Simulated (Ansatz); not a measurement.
# Electric field gradients in ZrPt₃

Method: Ansatz 0.2.0, DFT LDA, scalar-relativistic, plane waves, PAW. Cutoff 420 eV, 10×10×10 k-points (Γ-centred), Fermi-Dirac smearing of 0.15 eV. No spin polarisation.

The cell, relaxed at this level:
```
CELL_PARAMETERS angstrom
3.97168 0.00000 0.00000
0.00000 3.97168 0.00000
0.00000 0.00000 3.97168
ATOMIC_POSITIONS crystal
Zr 0.00000 0.00000 0.00000
Pt 0.00000 0.50000 0.50000
Pt 0.50000 0.00000 0.50000
Pt 0.50000 0.50000 0.00000
```

In a metal these results depend on the k mesh and the smearing. Spin–orbit coupling is left out, which matters for gradients at heavy nuclei.

Q: Give V_zz (10²¹ V/m²) and the asymmetry η at each distinct site.

A:
```json
{"atom": "Zr (atom 1)", "V_zz": "0.000", "η": "zero by symmetry"}
{"atom": "Pt (atom 2)", "V_zz": "-8.31", "η": "0.00"}
```

Cost: 1 run of about 0.099 core-minutes, on Arm Neoverse V2 (shared hosts).